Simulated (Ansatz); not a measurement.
## Fields on a plane of MgF2 (rutile)

```
CELL_PARAMETERS angstrom
      4.69838     0.00000     0.00000
      0.00000     4.69838     0.00000
      0.00000     0.00000     3.09284
ATOMIC_POSITIONS crystal
  Mg 0.00000 0.00000 0.00000
  Mg 0.50000 0.50000 0.50000
  F  0.30358 0.30358 0.00000
  F  0.80358 0.19642 0.50000
  F  0.19642 0.80358 0.50000
  F  0.69642 0.69642 0.00000
```

The slice is a (-1 2 0) plane (indices of the conventional cell) through the point (0.804, 0.196, 0.500) (fractional), spanned by u = [001] and v = [210] in vectors of this cell: u (3.09 Å) and v (10.51 Å, at 90° to u). It covers one period; positions are fractions (u, v).

Atoms on it: Mg at (0.00, 0.34), 0.2 Å off the plane; F at (0.00, 0.00); F at (0.50, 0.46), 0.2 Å off the plane. Other atoms lie within 1 Å of the plane.

These are PBE (plane waves to 420 eV, PAW, scalar-relativistic; Ansatz, a program for electronic structure) values and carry that method's errors. k mesh 7×7×11. Near the nuclei the fields are pseudised (PAW); where an atom keeps semicore shells as valence, they peak there. MgF2 was relaxed with its symmetry unable to fall.

```
|99710179|
|54100014|
|00000000|
|10000000|
|87300037|
|99800089|
|99700079|
|76100016|
|00046400|
|01799971|
|0299x992|
|30299920|
|x5001005|
|54024204|
|00599950|
|01699961|
|00157510|
|53000003|
|99710179|
|xx93039x|
```
Scale: ten equal steps from 0.01 (start of '0') to 0.82 (end of '9'), in the order '0123456789'. Values: electron localisation function (ELF). The map has 8 points along u (one character each, u = 0 at the left) and 20 along v (v = 0 in the bottom row). Points within 0.4 Å of a nucleus are blanked (x), as the pseudised field means little there.

```
|xxxx##########xx|
|@@@@@@@@@@@@@@@@|
|@@@@@@@@@@@@@@@@|
|@@@@@@@@@@@@@@@@|
|%%%%%%##**##%%%%|
|xxxx==..  ..==xx|
|xxxx..      ..xx|
|##**--      --**|
|%%%%##++--++##%%|
|##%%##xxxxxx##%%|
|::--++xxxxxx++--|
|xxxx  xxxxxx  xx|
|xxxx  ::++::  xx|
|xxxx  --++--  xx|
|    --xxxxxx--  |
|**####xxxxxx####|
|@@@@@@%%%%%%@@@@|
|%%%%%%******%%%%|
|xxxx++==--==++xx|
|xxxxxx++==++xxxx|
```
Scale: ten equal steps from 0.00 (start of ' ') to 8.25 (end of '@'), in the order ' .:-=+*#%@'. Values: electrostatic potential energy of an electron, from the cell's mean, in eV. The map has 8 points along u (two characters each, u = 0 at the left) and 20 along v (v = 0 in the bottom row). Points within 0.8 Å of a nucleus are blanked (x), as the pseudised field means little there. Values under 0 eV are set to 0. The zero, the cell's mean, hangs on the PAW cores.
